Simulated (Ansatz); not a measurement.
Data:

Al2Au:
```
CELL_PARAMETERS angstrom
     -1.81858     1.81858     3.82780
      1.81858    -1.81858     3.82780
      1.81858     1.81858    -3.82780
ATOMIC_POSITIONS crystal
  Au 0.00000 0.00000 0.00000
  Al 0.33552 0.33552 0.00000
  Al 0.66448 0.66448 0.00000
```

This is the r²SCAN-relaxed structure.

Task: All from r²SCAN (plane waves, PAW; program Ansatz), unless another level is named. Estimate the formation energy from the elements (no fitted shifts).

Result: -17 kJ/mol of atoms.

Task: Next, the density of states at the Fermi level?

Result: 0.28 states/eV per atom (mean over ±0.08 eV).

Space group I4/mmm (MoSi2 or CaC2 type). The cell is a constructed one: a structure type filled with these elements; neither database checked (COD, Materials Project) lists it. COD files the formula under space group No. 225. Whether it is the stable phase at ambient conditions was not checked. Symmetry was held in the r²SCAN relaxation; its stability against distortions is not shown here. The references are the lowest solids computed at this level, not always the standard phases. Scalar-relativistic: spin–orbit coupling is off unless named, which matters more the heavier the elements.

Potentials: the later of the program's two PAW sets.
